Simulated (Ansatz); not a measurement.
Ru:
```yaml
crystal:
  lattice:
    - [-1.52659, 1.52659, 1.52659]
    - [1.52659, -1.52659, 1.52659]
    - [1.52659, 1.52659, -1.52659]
  atoms:
    - { symbol: Ru, position: [0.00000, 0.00000, 0.00000] }
```

Relaxed with PBE. Special points in fractions of this cell's reciprocal vectors: Γ (0.000, 0.000, 0.000); H (0.500, -0.500, 0.500); N (0.000, 0.000, 0.500); P (0.250, 0.250, 0.250).

### Question
List the band energies nearest the Fermi level at these points for the program Ansatz at the PBE level (PAW).

### Answer
In eV from the Fermi level; about four levels below and three above (degenerate sets whole), none deeper than 8.9 eV; … stands for higher levels left out; points with the same levels are listed once.

```json
[
 {"k": "Γ", "below": "-7.87 -2.74 -2.74 -2.74", "above": "…"},
 {"k": "H", "below": "-6.10 -6.10", "above": "…"},
 {"k": "N", "below": "-6.03 -4.45 -0.12", "above": "0.34 …"},
 {"k": "P", "below": "-3.71 -3.71 -3.71", "above": "…"}
]
```

Space group Im-3m (bcc (W type)). The start of the workflow was typed in or built on a structure type; neither database checked (COD, Materials Project) lists it. It is not the phase usual at ambient conditions (space group No. 194). The PBE relaxation kept the symmetry of its start; whether a distortion lowers the energy is not shown. The run is not spin-polarised. Scalar-relativistic: spin–orbit coupling is off unless named, which matters more the heavier the elements.

Potentials: the later of the program's two PAW sets.
